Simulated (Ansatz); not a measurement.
Zn (hcp, Mg type)

```
Zn
1.0
    2.62220     0.00000     0.00000
   -1.31110     2.27089     0.00000
    0.00000     0.00000     5.19319
Zn
2
Direct
  0.33333   0.66667   0.75000
  0.66667   0.33333   0.25000
```

Two coordinates are scanned: the volume, and the ratio of the stretch along z (the conventional c axis) to the stretch across it. Atoms keep their fractional coordinates.

Level of theory: PBE (plane waves to 420 eV, PAW, scalar-relativistic; Ansatz, a program for electronic structure). k mesh 20×20×9 (Γ-centred), Fermi-Dirac smearing 0.05 eV. Stress and pressure are positive under compression. With partly filled bands, the response to shear is sensitive to the k mesh, so small differences along c/a are uncertain. The PAW data are Ansatz's earlier set. Zn was relaxed with its symmetry unable to fall.

At one point of the scan the stress tensor (GPa) is:

```
    5.5      0.0      0.0
    0.0      5.5      0.0
    0.0      0.0     -2.4
```

Which point is it?
A. V/V₀ = 0.973, (c/a)/(c/a)₀ = 1.027
B. V/V₀ = 0.987, (c/a)/(c/a)₀ = 1.000
C. V/V₀ = 1.000, (c/a)/(c/a)₀ = 1.080
D. V/V₀ = 1.000, (c/a)/(c/a)₀ = 1.027

C, V/V₀ = 1.000, (c/a)/(c/a)₀ = 1.080

(A scan under strain: stresses follow from slopes of the energy per volume, elastic moduli from its curvatures.)
